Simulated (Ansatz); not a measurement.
Consider a crystal of Ta5Si in space group P6/mmm (No. 191), with Ta on 4h and 1b; Si on 1a.

These are results of DFT PBE, scalar-relativistic, plane waves, PAW (Ansatz 0.2.0), not measurements. Cutoff 420 eV, Γ-centred mesh, Gaussian smearing, no spin polarisation.

Energies over the elements count from the elements' standard structures at the same level, with no fitted energy shifts.

Task: Predict the relaxed structure.

Result:

Space group P6/mmm (No. 191). a = 4.753 Å, b = 4.753 Å, c = 5.433 Å, α = 90.00°, β = 90.00°, γ = 120.00°
| atom | site | symmetry | x | y | z |
| --- | --- | --- | --- | --- | --- |
| Ta | 4h | 3m. | 0.3333 | 0.6667 | 0.2565 |
| Ta | 1b | 6/mmm | 0.0000 | 0.0000 | 0.5000 |
| Si | 1a | 6/mmm | 0.0000 | 0.0000 | 0.0000 |

Ta on a site of symmetry 3m has 5 Ta at 2.65–2.79 Å, 3 Ta at 3.05 Å and 3 Si at 3.08 Å; Ta on a site of symmetry 6/mmm has 2 Si at 2.72 Å and 12 Ta at 3.05 Å; around Si lie 2 Ta at 2.72 Å and 12 Ta at 3.08 Å. Another local minimum with the same sites may exist.

Task: And its energy and gap?

Result: The energy over the elements is +0.14 eV/atom and the gap on the 12×12×8 mesh of the 6-atom cell is 0 eV (a metal). It can't be a ground state, since the elements alone are lower.

The last run used Gaussian smearing of 0.10 eV. These runs have no spin–orbit coupling, which can matter for Ta. The cell is a metal run without spin; a magnetic state may lie lower. A structure relaxed within its symmetry needn't be a true minimum.
